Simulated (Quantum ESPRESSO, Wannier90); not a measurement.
# Tight-binding from DFT: TaN (P-6m2)

Cell from Materials Project (mp-1459), symmetrised, no further relaxation. COD (Crystallography Open Database) has the formula in 5 space groups, this one among them (matched by group alone). Method: PBEsol plane waves in Quantum ESPRESSO 7.5 (PseudoDojo norm-conserving files, 68 Ry, no spin polarisation, no spin-orbit coupling), Bloch states on a 12×12×10 mesh through Γ, Wannier90 4.0.1. Density: 12×12×10 mesh, cold smearing 0.01 Ry. Spin-orbit coupling is left out although heavy elements are present.

Input w.win:

```
num_bands = 17
num_wann = 8
exclude_bands = 1-5
num_iter = 0
conv_tol = 1.0e-6
conv_window = 4
dis_num_iter = 1000
dis_conv_tol = 1.0e-6
dis_froz_max = 21.42
write_hr = true
write_u_matrices = true
begin projections
Ta: d
N: p
end projections
begin unit_cell_cart
ang
    2.9399401188    0.0000000000    0.0000000000
   -1.4699700594    2.5460628285    0.0000000000
    0.0000000000    0.0000000000    2.8901800000
end unit_cell_cart
begin atoms_frac
Ta   0.0000000000  0.0000000000  0.5000000000
N   -0.3333333333  0.3333333333  0.0000000000
end atoms_frac
mp_grid = 12 12 10
begin kpoints
0.0000000000 0.0000000000 0.0000000000
0.0000000000 0.0000000000 0.1000000000
0.0000000000 0.0000000000 0.2000000000
... (1437 more lines: the 12x12x10 mesh through Gamma)
end kpoints
```

On the energy scale of pw.x, whose zero is arbitrary, the Fermi level lies at 19.92 eV. Lines of w_hr.dat (R1 R2 R3 m n Re Im, eV) for R = 0 and one of the shortest lattice vectors, rounded to 0.01 eV, lines under 0.02 eV left out; orbitals in order: Ta1 dz2, Ta1 dxz, Ta1 dyz, Ta1 dx2-y2, Ta1 dxy, N2 pz, N2 px, N2 py.

```
    0    0    0    1    1    20.71     0.00
    0    0    0    6    1     0.74     0.00
    0    0    0    7    1    -0.72     0.00
    0    0    0    8    1     0.42     0.00
    0    0    0    2    2    22.81     0.00
    0    0    0    6    2    -1.14     0.00
    0    0    0    7    2    -1.19     0.00
    0    0    0    8    2     1.12     0.00
    0    0    0    3    3    22.81     0.00
    0    0    0    6    3     0.66     0.00
    0    0    0    7    3     1.12     0.00
    0    0    0    8    3     0.10     0.00
    0    0    0    4    4    21.13     0.00
    0    0    0    6    4    -0.49     0.00
    0    0    0    7    4     0.24     0.00
    0    0    0    8    4     0.97     0.00
    0    0    0    5    5    21.13     0.00
    0    0    0    6    5     0.85     0.00
    0    0    0    7    5     0.69     0.00
    0    0    0    8    5     0.24     0.00
    0    0    0    1    6     0.74     0.00
    0    0    0    2    6    -1.14     0.00
    0    0    0    3    6     0.66     0.00
    0    0    0    4    6    -0.49     0.00
    0    0    0    5    6     0.85     0.00
    0    0    0    6    6    16.24     0.00
    0    0    0    1    7    -0.72     0.00
    0    0    0    2    7    -1.19     0.00
    0    0    0    3    7     1.12     0.00
    0    0    0    4    7     0.24     0.00
    0    0    0    5    7     0.69     0.00
    0    0    0    7    7    16.61     0.00
    0    0    0    1    8     0.42     0.00
    0    0    0    2    8     1.12     0.00
    0    0    0    3    8     0.10     0.00
    0    0    0    4    8     0.97     0.00
    0    0    0    5    8     0.24     0.00
    0    0    0    8    8    16.61     0.00
    0    0   -1    1    1    -1.36     0.00
    0    0   -1    6    1    -0.74     0.00
    0    0   -1    7    1    -0.72     0.00
    0    0   -1    8    1     0.42     0.00
    0    0   -1    5    2     0.28     0.00
    0    0   -1    6    2    -1.14     0.00
    0    0   -1    7    2     1.19     0.00
    0    0   -1    8    2    -1.12     0.00
    0    0   -1    4    3     0.28     0.00
    0    0   -1    6    3     0.66     0.00
    0    0   -1    7    3    -1.12     0.00
    0    0   -1    8    3    -0.10     0.00
    0    0   -1    3    4    -0.28     0.00
    0    0   -1    4    4     0.08     0.00
    0    0   -1    6    4     0.49     0.00
    0    0   -1    7    4     0.24     0.00
    0    0   -1    8    4     0.97     0.00
    0    0   -1    2    5    -0.28     0.00
    0    0   -1    5    5     0.08     0.00
    0    0   -1    6    5    -0.85     0.00
    0    0   -1    7    5     0.69     0.00
    0    0   -1    8    5     0.24     0.00
    0    0   -1    1    6    -0.05     0.00
    0    0   -1    6    6     0.77     0.00
    0    0   -1    1    7     0.02     0.00
    0    0   -1    5    7    -0.03     0.00
    0    0   -1    7    7    -0.31     0.00
    0    0   -1    4    8    -0.04     0.00
    0    0   -1    8    8    -0.31     0.00
```
